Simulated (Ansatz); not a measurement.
ZrGeSe in space group P4/nmm (No. 129; Zr on 2c, Ge on 2a, Se on 2c) at seven volumes, LDA in the plane-wave PAW code Ansatz, shape and atoms relaxed at each. One row is withheld.

```
V (Å³/atom)  P (GPa)
-----------  -------
16.606             ?
17.153          8.90
17.701          4.08
18.248          0.00
18.796         -3.44
19.343         -6.31
19.890         -8.52
```

Question: Fit the shown pressures and predict the withheld one.

Answer: Third-order Birch–Murnaghan: P = (3/2)B₀(x^(7/2) − x^(5/2))[1 + (3/4)(B′ − 4)(x − 1)] with x = (V₀/V)^(2/3). Least squares on the six rows gives V₀ = 18.244 Å³/atom, B₀ = 123.7 GPa, B′ = 5.11. At V = 16.606, x = 1.0647 and P = 14.80 GPa. The run itself gave 14.59 GPa.

The first step of the workflow began from a Materials Project structure, measured or hypothetical; the Crystallography Open Database files this formula in space group No. 129, but the cells were not matched. Whether it is the stable phase at ambient conditions was not checked. The LDA relaxation kept the symmetry of its start; its stability against distortions is not shown here. The run is not spin-polarised.

Potentials: the later of the program's two PAW sets.
